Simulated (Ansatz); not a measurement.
Method: Ansatz, DFT PBE, scalar-relativistic, plane waves, PAW. The final run on the 6-atom cell used 420 eV, a Γ-centred 10×10×4 mesh, 0.10 eV smearing and no spin polarisation.

Formation energies are uncorrected and refer to the elements' standard structures at the same level.

Q: Suggest a trial structure for an orthorhombic metal with formula ZnCd2Te2S, with a formation energy near −0.11 eV/atom and a density near 5.91 g/cm³, in a cell of 6 atoms.

A: ZnCd2Te2S, space group Pmm2 (No. 25). Around Zn lie 6 Te at 2.97–3.00 Å and 1 Cd at 3.06 Å; around Cd on its first site lie 2 S at 2.48 Å, 1 Zn at 3.06 Å and 4 Te at 3.41 Å; around Te on its first site lie 4 Zn at 3.00 Å and 4 Cd at 3.41 Å; S has 3 Cd at 2.46–2.48 Å; 2 more sites not described.

Space group Pmm2 (No. 25). a = 3.819 Å, b = 4.073 Å, c = 10.430 Å, α = 90.00°, β = 90.00°, γ = 90.00°
| atom | site | symmetry | x | y | z |
| --- | --- | --- | --- | --- | --- |
| Zn | 1d | mm2 | 0.5000 | 0.5000 | 0.1294 |
| Cd | 1d | mm2 | 0.5000 | 0.5000 | 0.8361 |
| Cd | 1c | mm2 | 0.5000 | 0.0000 | 0.4639 |
| Te | 1a | mm2 | 0.0000 | 0.0000 | 0.0235 |
| Te | 1b | mm2 | 0.0000 | 0.5000 | 0.3471 |
| S | 1c | mm2 | 0.5000 | 0.0000 | 0.7001 |

| Item | Value |
| --- | --- |
| Volume per atom | 27.04 Å³ |
| Density | 5.91 g/cm³ |
| Formation energy | −0.11 eV/atom |
| Gap on the 10×10×4 mesh of the 6-atom cell | 0 eV (a metal) |

The cell was found from a structure generator's guess, not taken from experiment. The answer needn't be unique; the calculation gave this one.

These runs have no spin–orbit coupling, which can matter for Te. The reference forms of S and Te are held partly by dispersion forces, which this level lacks. Symmetry constrained the relaxation, so the result can be a saddle point.
